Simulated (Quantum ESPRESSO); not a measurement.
# Kohn-Sham bands of Au (fcc (Cu type))

```xyz
1
Lattice="0.0000 2.0856 2.0856 2.0856 0.0000 2.0856 2.0856 2.0856 0.0000" Properties=species:S:1:pos:R:3 pbc="T T T"
Au     0.0000     0.0000     0.0000
```

Materials Project entry mp-81; symmetrised, unrelaxed at this level. This is the element's usual structure. Method: PBEsol plane waves in Quantum ESPRESSO 7.5 (PseudoDojo norm-conserving files, 61 Ry, no spin polarisation, no spin-orbit coupling), Bloch states on a 12×12×12 mesh through Γ, Wannier90 4.0.1. Density: 18×18×18 mesh, cold smearing 0.01 Ry. Spin-orbit coupling is left out although heavy elements are present.

List the Kohn-Sham levels between −8 and 3.0 eV relative to the Fermi level at the high-symmetry points, as a band run of pw.x on that density gives them (levels within 2 meV counted together).


| point | k (reciprocal lattice) | levels (eV) |
|---|---|---|
| Γ | 0.000 0.000 0.000 | -4.27 (×3), -2.90 (×2) |
| X | 0.500 0.000 0.500 | -6.43, -6.14, -1.86, -1.53 (×2), 1.19 |
| U | 0.625 0.250 0.625 | -5.88, -5.30, -3.49, -2.63, -1.93 |
| K | 0.375 0.375 0.750 | -5.88, -5.30, -3.49, -2.63, -1.93 |
| L | 0.500 0.500 0.500 | -6.71, -4.30 (×2), -1.82 (×2), -0.68, 2.81 |
| W | 0.500 0.250 0.750 | -5.41, -4.69 (×2), -3.03, -1.53 |
